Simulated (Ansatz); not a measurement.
Computed properties of ScGeCN

ScGeCN:
```xyz
4
Lattice="3.3857 0.0000 0.0000 -1.6929 2.9321 0.0000 0.0000 0.0000 5.3309" Properties=species:S:1:pos:R:3 pbc="T T T"
Sc     0.0000     1.9547     2.7982
Ge     1.6929     0.9774     5.3180
C      0.0000     1.9547     0.4959
N      1.6929     0.9774     3.3823
```

Space group P3m1 (No. 156); conventional cell a = b = 3.386 Å, c = 5.331 Å, α = β = 90.00°, γ = 120.00°.

Method: DFT-r²SCAN in the program Ansatz with PAW potentials. Structure relaxed to zero pressure with the same functional. Other levels are named where they apply.

**Cell and energy**

- Volume per atom: 13.23 Å³
- Density: 4.51 g/cm³
- Formation energy from the elements (no fitted shifts): -0.59 eV/atom

**Electronic structure**

- Band gap: 2.58 eV (indirect)
- Valence-band maximum: at K
- Conduction-band minimum: off the standard path, at k = (0.000, 0.443, -0.419) in fractions of the reciprocal vectors
- Smallest direct gap on the standard path: 2.70 eV
- Electron effective mass: 0.49, 0.56, 1.5 mₑ (principal values)
- Hole effective mass: 0.76, 2.0, 2.0 mₑ (principal values)
- HSE06 gap on the r²SCAN cell: 3.25 eV
- Gap with spin–orbit coupling: 2.57 eV

**Mechanics**

- Bulk modulus (Birch–Murnaghan fit) = 151 GPa
- Pressure derivative B′ = 3.8

The start of the workflow was typed in or built on a structure type; neither database checked (COD, Materials Project) lists it. Its standing as an ambient phase is unchecked. Symmetry was held in the r²SCAN relaxation; its stability against distortions is not shown here. No spin polarisation was allowed. The references are the lowest solids computed at this level, not always the standard phases (solids in place of the gases). Spin–orbit coupling is left out wherever it is not named.

Potentials: the earlier of the program's two PAW sets. The files were generated under PBE; for other functionals the program regenerates the frozen cores, and for LDA and PBEsol the local potential too.
